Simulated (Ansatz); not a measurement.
BeS:
```cif
data_Be2S2
_chemical_formula_sum 'Be2 S2'
_space_group_name_H-M_alt 'P63/mmc'
_space_group_IT_number 194
_space_group_name_Hall '-P 6c 2c'
_cell_length_a 3.30017
_cell_length_b 3.30017
_cell_length_c 5.25568
_cell_angle_alpha 90.000
_cell_angle_beta 90.000
_cell_angle_gamma 120.000
loop_
_atom_site_label
_atom_site_type_symbol
_atom_site_symmetry_multiplicity
_atom_site_Wyckoff_symbol
_atom_site_fract_x
_atom_site_fract_y
_atom_site_fract_z
_atom_site_occupancy
Be1 Be 2 a 0.00000 0.00000 0.00000 1
S1 S 2 c 0.33333 0.66667 0.25000 1
```

Relaxed with r²SCAN.

Problem. Which orbitals make up the states near the band edges in the program Ansatz at the r²SCAN level (PAW)?

Solution. Top 1 eV of the valence band: S 3p 95 %. Bottom 1 eV of the conduction band: Be 2s 78 %, outside the projected shells 17 %. Projections are on Löwdin-orthogonalised atomic valence shells; empty p or d shells of many metals are not among them.

Problem. Tabulate the density of states.

Solution. States/eV per cell of 4 atoms, in 0.25 eV bins, energy from the valence-band maximum.

| E (eV) | total | S 3p | Be 2s | S 3s |
|---|---|---|---|---|
| -7.85 | 0.00 | 0.00 | 0.00 | 0.00 |
| -7.60 | 0.00 | 0.00 | 0.00 | 0.00 |
| -7.35 | 0.47 | 0.38 | 0.08 | 0.01 |
| -7.10 | 1.36 | 1.05 | 0.24 | 0.04 |
| -6.85 | 2.06 | 1.58 | 0.38 | 0.07 |
| -6.60 | 1.85 | 1.47 | 0.26 | 0.07 |
| -6.35 | 1.97 | 1.59 | 0.24 | 0.09 |
| -6.10 | 1.63 | 1.32 | 0.16 | 0.10 |
| -5.85 | 1.53 | 1.25 | 0.12 | 0.10 |
| -5.60 | 1.40 | 1.13 | 0.12 | 0.09 |
| -5.35 | 1.15 | 0.94 | 0.09 | 0.08 |
| -5.10 | 1.64 | 1.38 | 0.10 | 0.08 |
| -4.85 | 1.87 | 1.60 | 0.09 | 0.08 |
| -4.60 | 1.51 | 1.28 | 0.07 | 0.07 |
| -4.35 | 1.36 | 1.16 | 0.06 | 0.07 |
| -4.10 | 1.35 | 1.16 | 0.05 | 0.06 |
| -3.85 | 1.50 | 1.30 | 0.05 | 0.06 |
| -3.60 | 1.67 | 1.47 | 0.04 | 0.05 |
| -3.35 | 1.77 | 1.57 | 0.03 | 0.05 |
| -3.10 | 1.67 | 1.48 | 0.03 | 0.04 |
| -2.85 | 1.83 | 1.62 | 0.04 | 0.04 |
| -2.60 | 1.65 | 1.45 | 0.06 | 0.03 |
| -2.35 | 1.81 | 1.60 | 0.06 | 0.03 |
| -2.10 | 1.98 | 1.76 | 0.05 | 0.03 |
| -1.85 | 2.10 | 1.89 | 0.05 | 0.03 |
| -1.60 | 2.06 | 1.87 | 0.04 | 0.02 |
| -1.35 | 2.35 | 2.17 | 0.04 | 0.02 |
| -1.10 | 2.57 | 2.41 | 0.03 | 0.01 |
| -0.85 | 2.10 | 2.00 | 0.01 | 0.01 |
| -0.60 | 1.19 | 1.13 | 0.00 | 0.00 |
| -0.35 | 0.50 | 0.49 | 0.00 | 0.00 |
| -0.10 | 0.09 | 0.08 | 0.00 | 0.00 |
| 0.15 | 0.00 | 0.00 | 0.00 | 0.00 |
| 0.40 | 0.00 | 0.00 | 0.00 | 0.00 |
| 0.65 | 0.00 | 0.00 | 0.00 | 0.00 |
| 0.90 | 0.00 | 0.00 | 0.00 | 0.00 |
| 1.15 | 0.00 | 0.00 | 0.00 | 0.00 |
| 1.40 | 0.00 | 0.00 | 0.00 | 0.00 |
| 1.65 | 0.00 | 0.00 | 0.00 | 0.00 |
| 1.90 | 0.03 | 0.00 | 0.03 | 0.00 |
| 2.15 | 0.12 | 0.00 | 0.10 | 0.00 |
| 2.40 | 0.17 | 0.01 | 0.13 | 0.00 |
| 2.65 | 0.22 | 0.01 | 0.16 | 0.00 |
| 2.90 | 0.30 | 0.02 | 0.20 | 0.00 |
| 3.15 | 0.72 | 0.07 | 0.45 | 0.01 |
| 3.40 | 1.13 | 0.12 | 0.66 | 0.03 |
| 3.65 | 1.25 | 0.13 | 0.63 | 0.03 |
| 3.90 | 1.19 | 0.12 | 0.50 | 0.03 |
| 4.15 | 1.36 | 0.14 | 0.47 | 0.04 |
| 4.40 | 1.54 | 0.15 | 0.42 | 0.04 |
| 4.65 | 1.97 | 0.17 | 0.39 | 0.05 |
| 4.90 | 2.89 | 0.20 | 0.40 | 0.06 |
| 5.15 | 2.91 | 0.21 | 0.37 | 0.07 |
| 5.40 | 2.48 | 0.19 | 0.29 | 0.06 |
| 5.65 | 2.34 | 0.17 | 0.21 | 0.05 |
| 5.90 | 3.12 | 0.22 | 0.26 | 0.06 |
| 6.15 | 2.75 | 0.20 | 0.20 | 0.04 |
| 6.40 | 2.57 | 0.20 | 0.20 | 0.04 |
| 6.65 | 1.96 | 0.17 | 0.17 | 0.03 |

Space group P6_3/mmc (NiAs type). This is a known high-pressure phase of the composition, computed here at zero pressure and temperature. The r²SCAN relaxation kept the symmetry of its start; its stability against distortions is not shown here.

Potentials: the later of the program's two PAW sets.
